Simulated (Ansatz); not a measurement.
TiSi (CsCl type, space group No. 221), plane-wave PAW PBEsol (Ansatz code), all energies at zero smearing, with the estimated change up to a 700 eV cutoff added, with one set of potentials and settings (totals compare only within such a set). Cell of 2 atoms (1 Ti, 1 Si): -3096.099 eV.

```json
[
 {"element": "Ti", "reference phase": "P6/mmm, 3 atoms in the cell", "E (eV/atom)": "-2473.9117"},
 {"element": "Si", "reference phase": "Fd-3m, 2 atoms in the cell", "E (eV/atom)": "-621.4920"}
]
```

Formation energy per atom, worked out: (-3096.099 − 1×(-2473.9117) − 1×(-621.4920))/2 = -0.347 eV/atom (-34 kJ per mol of atoms), at 0 K, without zero-point energy or fitted corrections.

Space group Pm-3m (CsCl type). The cell is a constructed one: a structure type filled with these elements; neither database checked (COD, Materials Project) lists it. COD files the formula under space group No. 25, so this cell is another polymorph or a model. Its standing as an ambient phase is unchecked. The PBEsol relaxation kept the symmetry of its start. At this level the phase is mechanically unstable. No spin polarisation was allowed. The references are the lowest solids computed at this level, not always the standard phases.

Potentials: the later of the program's two PAW sets.
